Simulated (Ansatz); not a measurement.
ScCo (CsCl type, Pm-3m) at seven volumes, PBEsol (plane waves, PAW; program Ansatz), scaled uniformly. One row is withheld.

```
V (Å³/atom)  P (GPa)
-----------  -------
13.184         15.15
13.619             ?
14.053          4.31
14.488          0.01
14.923         -3.69
15.357         -6.87
15.792         -9.60
```

Problem. Fit the shown pressures and predict the withheld one.

Solution. P = (3/2)B₀(x^(7/2) − x^(5/2))[1 + (3/4)(B′ − 4)(x − 1)] with x = (V₀/V)^(2/3). Least squares on the six rows gives V₀ = 14.489 Å³/atom, B₀ = 133 GPa, B′ = 4.04. At V = 13.619, x = 1.0421 and P = 9.33 GPa. The run itself gave 9.31 GPa.

The first step of the workflow began from a Materials Project structure, measured or hypothetical; the Crystallography Open Database files this formula in space group No. 221, but the cells were not matched. Whether it is the stable phase at ambient conditions was not checked. The cell was relaxed with PBEsol under the symmetry of its start; of distortions, only those at the zone centre were tested. The workflow began spin-polarised and lost its moments.

Potentials: the later of the program's two PAW sets.
